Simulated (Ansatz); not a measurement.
A plane-wave DFT run in Ansatz 0.2.0 (scalar-relativistic PAW potentials unless the input names others): input and command.

```yaml
crystal:
  lattice:
    - [2.5254132749, 0.0, 0.0]
    - [-1.2627066375, 2.1870720512, 0.0]
    - [0.0, 0.0, 25.8254543482]
  atoms:
    - { symbol: C, position: [0.3333333333, 0.6666666667, 0.290411154] }
    - { symbol: C, position: [0.0, 0.0, 0.3103719965] }
    - { symbol: C, position: [0.0, 0.0, 0.3702545239] }
    - { symbol: C, position: [0.6666666667, 0.3333333333, 0.3902153664] }
    - { symbol: C, position: [0.6666666667, 0.3333333333, 0.4500978938] }
    - { symbol: C, position: [0.3333333333, 0.6666666667, 0.4700587363] }
    - { symbol: C, position: [0.3333333333, 0.6666666667, 0.5299412637] }
    - { symbol: C, position: [0.0, 0.0, 0.5499021062] }
    - { symbol: C, position: [0.0, 0.0, 0.6097846336] }
    - { symbol: C, position: [0.6666666667, 0.3333333333, 0.6297454761] }
    - { symbol: C, position: [0.6666666667, 0.3333333333, 0.6896280035] }
    - { symbol: C, position: [0.3333333333, 0.6666666667, 0.709588846] }
basis:
  ecutwfc: "200 eV"
kpoints:
  mp_grid: { grid: [12, 12, 1] }
hamiltonian:
  xc: pbe
scf:
  occupations: { method: fermi_dirac, width: 0.15 }
  convergence: { dr2_threshold: 0.0001 }
output:
  forces: true
  eigenvalues: true
  stress: true
efield:
  axis: 3
  dipole_correction: true
  ramp_width: 0.04
```

```bash
ansatz run input.yaml --threads 4 --pin off --max-ram 8192MiB --backend cpu --events-out ev --progress --plain --runs-dir out
```

Abridged log:
```
Warning: basis.ecutwfc = 200 eV is below the records' recommended 420 eV, and the density's cutoff is lower with it unless basis.ecutrho_ratio is high enough to keep the records' density cutoff: compare with a run at a higher cutoff
Warning: scf.convergence.dr2_threshold = 1e-4 eV is looser than this run's default, which is 1e-7 eV or tighter. The error in the forces grows as the threshold's square root, so leave the key out unless less accurate forces are enough
Warning: output.stress: scf.convergence.dr2_threshold = 1e-4 eV is looser than the 1.2e-9 eV advised for a printed stress (1e-10 eV for each atom of the cell: 12). ...
band count auto-derived: 37 (N_el = 48.0; filled up to band 24; 36 by the electrons, moments and atoms)
Pseudopotentials: kind: paw
Pseudopotential: C, paw, valence charge 4, recommended cutoff 420 eV (normal)
Functional definition: PBE
Crystal: 12 atoms, lattice volume = 142.641 Å³
Basis set: ecut = 200 eV, 869 PW (Γ), exchange–correlation on 24×24×240 points (8 copies of the dense FFT grid, shifted against one another)
Bands: 37, of which v1, the nominal top of the filled ones, is band 24 counted from 1 (23 counted from 0)
Symmetry: 6 space group operations
k-points: 19 of 144 (time reversal used)
Initial density: superposition of atomic densities (neutral atoms: chi_scale 0, normalization atom), corrected by the library's trained network
Initial wavefunctions: pseudopotential atomic-orbital guess
Functional: x = pbe(κ = 0.804, μ = 0.21951497), c = pbe(β = 0.06672455)
SCF iter   1: F=—  HF=-2986.067944 eV  |F-HF|=—  |Δ(HF+E_count)|=         —  Δρ=4.93e-2  dr2=2.84e0  ethr=1.77e-3  p= 0.000 e·Å  D=-9.91e-15 V/Å  ΔV_dip=0.00 eV  dr2_dipole=3.38e-6  V_vac-E_F(+/−)=5.75/5.75 eV  ⟨swp⟩=7.4  Hψ=3997  notcnv=0  defer=78
efield: sawtooth ramp at fractional position 0.9800 (placed from the atoms, in the widest stretch of the axis that holds none; the zero of the levels goes with the place), width 0.0400; the density the first Hamiltonian is built on has a dipole p =  0.000 e·Å; the dipole correction subtracts the counter field D = -9.91e-15 V/Å, which shifts the + side's vacuum level by +0.00 eV against the − side's; the planar-averaged density in the ramp window peaks in size at 1.3e-4 e/Å³
SCF iter   2: F=—  HF=-2985.751572 eV  |F-HF|=—  |Δ(HF+E_count)|=   3.16e-1  Δρ=1.05e-2  dr2=5.74e-1  ethr=1.77e-3  p=0.000 e·Å  D=2.97e-5 V/Å  ΔV_dip= 0.00 eV  dr2_dipole=9.91e-7  V_vac-E_F(+/−)=5.80/5.81 eV  ⟨swp⟩=2.3  Hψ=1454  notcnv=0  defer=112
SCF iter   3: F=—  HF=-2985.692237 eV  |F-HF|=—  |Δ(HF+E_count)|=   5.93e-2  Δρ=5.79e-3  dr2=2.19e-1  ethr=1.20e-3  p= 0.000 e·Å  D=-1.26e-5 V/Å  ΔV_dip=0.00 eV  dr2_dipole=4.87e-7  V_vac-E_F(+/−)=5.67/5.68 eV  ⟨swp⟩=2.7  Hψ=1046  notcnv=0  defer=112
SCF iter   4: F=—  HF=-2985.680524 eV  |F-HF|=—  |Δ(HF+E_count)|=   1.17e-2  Δρ=2.68e-3  dr2=5.85e-2  ethr=4.55e-4  p=0.000 e·Å  D=1.00e-5 V/Å  ΔV_dip= 0.00 eV  dr2_dipole=2.45e-8  V_vac-E_F(+/−)=5.67/5.67 eV  ⟨swp⟩=1.7  Hψ=802  notcnv=0  defer=105
SCF iter   5: F=—  HF=-2985.674476 eV  |F-HF|=—  |Δ(HF+E_count)|=   6.05e-3  Δρ=9.60e-4  dr2=4.74e-3  ethr=1.22e-4  p=0.000 e·Å  D=1.99e-7 V/Å  ΔV_dip= 0.00 eV  dr2_dipole=8.92e-11  V_vac-E_F(+/−)=5.68/5.68 eV  ⟨swp⟩=2.2  Hψ=1020  notcnv=0  defer=100
SCF iter   6: F=—  HF=-2985.673916 eV  |F-HF|=—  |Δ(HF+E_count)|=   5.60e-4  Δρ=4.38e-4  dr2=9.08e-4  ethr=9.87e-6  p=0.000 e·Å  D=2.78e-7 V/Å  ΔV_dip= 0.00 eV  dr2_dipole=4.02e-10  V_vac-E_F(+/−)=5.72/5.72 eV  ⟨swp⟩=2.6  Hψ=1184  notcnv=0  defer=99
SCF iter   7: F=—  HF=-2985.673916 eV  |F-HF|=—  |Δ(HF+E_count)|=   9.65e-8  Δρ=2.53e-4  dr2=2.38e-4  ethr=1.89e-6  p=0.000 e·Å  D=5.11e-7 V/Å  ΔV_dip= 0.00 eV  dr2_dipole=3.93e-10  V_vac-E_F(+/−)=5.76/5.76 eV  ⟨swp⟩=2.3  Hψ=1106  notcnv=0  defer=99
SCF iter   8: F=-2985.673844 eV  HF=-2985.673840 eV  |F-HF|=3.72e-6  |Δ(HF+E_count)|=   7.58e-5  Δρ=7.95e-5  dr2=1.89e-5  ethr=2.08e-7  p= 0.000 e·Å  D=-4.87e-8 V/Å  ΔV_dip=0.00 eV  dr2_dipole=8.66e-11  V_vac-E_F(+/−)=5.78/5.79 eV  ⟨swp⟩=16.7  Hψ=5211  notcnv=0
WARN: efield: at this solve's end the planar-averaged density reaches 5.90e-5 e/Å³ inside the ramp window [0.9413, 0.0587] (bound 1e-5 e/Å³); by the running means of the window's planes the mean density over a ramp is at most 4.48e-5 e/Å³, which is held to the bound (the quickstart, § The vacuum guard, A window that rings); the window's nearer edge stands 5.98 Å from this solve's nearest atom along the axis. Its work functions, free energy, forces, stress, dipole, levels and responses can be off, and this figure does not tell by how much. A short vacuum, a low `basis.ecutwfc` or `basis.ecutrho ...
SCF 1 converged in 8 iterations: F = -2985.673844 eV  dr2 = 1.89e-5
SCF converged after 8 iterations
Free energy (F): -2985.673844 eV
Harris-Foulkes:  -2985.673840 eV  (|F-HF|=3.72e-6)
Internal energy: -2985.321669 eV  (E = F + TS)
E sigma→0 (E₀):  -2985.497756 eV
Entropy (-TS):   -0.352175 eV (-29.348 meV/atom)
Fermi energy:    3.932871 eV
Dipole field:    D = -0.000015 V/Å  (p = -0.000012 e·Å, saw-weighted, corrected)
Work function:   Φ+ = 5.8008 eV   Φ− = 5.8024 eV
Levels:          The Fermi level and band energies are counted from a zero that moves with the ramp; work functions are not
Vacuum region:   at the solve's end the planar-averaged density reaches 5.90e-5 e/Å³ inside the ramp window [0.9413, 0.0587] (bound 1e-5 e/Å³); by the running means of the window's planes the mean density over a ramp is at most 4.48e-5 e/Å³, which is held to the bound (the quickstart, § The vacuum guard, A window that rings)
--- Forces (eV/Å), atoms counted from 1 ---
  atom   1  C      0.00000000     0.00000000     2.13878847
  atom   2  C      0.00000000     0.00000000    -4.36854750
  atom   3  C      0.00000000     0.00000000     0.89293142
  atom   4  C      0.00000000     0.00000000    -0.40649431
  atom   5  C      0.00000000     0.00000000     0.23103425
  atom   6  C      0.00000000     0.00000000    -0.13403652
  atom   7  C      0.00000000     0.00000000     0.13404132
  atom   8  C      0.00000000     0.00000000    -0.23104500
  atom   9  C      0.00000000     0.00000000     0.40650605
  atom  10  C      0.00000000     0.00000000    -0.89292922
  atom  11  C      0.00000000     0.00000000     4.36854567
  atom  12  C      0.00000000     0.00000000    -2.13878671
--- Stress (GPa, compression-positive) ---
       19.920401       0.000000       0.000000
        0.000000      19.920401       0.000000
        0.000000       0.000000      18.178120
  P = ⅓ Tr σ = 19.3396 GPa (193.396 kbar)
```

Apart from outputs and empty bands, the input differs from a reference run on usual settings in scf.occupations.method: "gaussian" → "fermi_dirac"; scf.occupations.width: 0.05 → 0.15; basis.ecutwfc: 420 → "200 eV"; scf.convergence.dr2_threshold: not typed → 0.0001. The reference, at the same geometry (not necessarily relaxed), gave pressure -1.26 GPa (averaged over a cell that holds vacuum), largest force 4.682 eV/Å, no gap on the mesh. This run converged in 8 SCF iterations (reference: 16) with an energy at zero smearing 1.6 eV/atom above the reference's, pressure 19.34 GPa (averaged over a cell that holds vacuum), largest force 4.369 eV/Å, no gap on the mesh. Its SCF threshold and cutoff are looser than usual, and the result moved.

Time: 1.4 s on 4 threads of Arm Neoverse V2, on a shared host, peak memory 0.29 GiB.